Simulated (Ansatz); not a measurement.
# Contact densities of Ga against volume

```
Ga
1.0
     1.45000   -4.06500    0.00000
     1.45000    4.06500    0.00000
     0.00000    0.00000    3.17000
Ga
2
Direct
  0.86700 0.13300 0.25000
  0.13300 0.86700 0.75000
```

Atoms are numbered in the order listed.

The cell comes from COD entry 9012485, which wasn't checked; take it as a given geometry.

Level of theory: DFT, LDA, all-electron PAW with datasets made for the crystal, scalar-relativistic (Ansatz 0.2.0).

Sampling and basis: a Γ-centred 12×12×10 k mesh, Fermi–Dirac smearing of 0.08 eV, cutoff 240 eV (chosen by the program for this cell), no spin polarisation.

The contact density is the mean electron density over the nuclear volume; its changes follow the s electrons' response to bonding and compression. Changes below are taken from the unscaled cell, where it is 186560 e/Å³ at Ga1.

Volumes at which the program chose other datasets or cutoffs are left out.

| V/V(cell) | P (GPa) | Δρ(0) Ga1 (e/Å³) |
| --- | --- | --- |
| 1.0000 | -3.8 | 0.00 |
| 1.0100 | -4.2 | ? |
| 1.0200 | -4.6 | ? |
| 1.0400 | -5.3 | 1.39 |
| 1.0500 | -5.7 | ? |
| 1.0600 | -6.0 | 2.07 |

Problem. Fill in "Δρ(0) Ga1 (e/Å³)" for the row "1.0200".

Solution. 0.70.

Problem. Fill in "Δρ(0) Ga1 (e/Å³)" for the row "1.0100".

Solution. 0.35.

Problem. What belongs in the row "1.0500", column "Δρ(0) Ga1 (e/Å³)"?

Solution. 1.74.

The datasets are made afresh for each cell, so very small changes are uncertain.
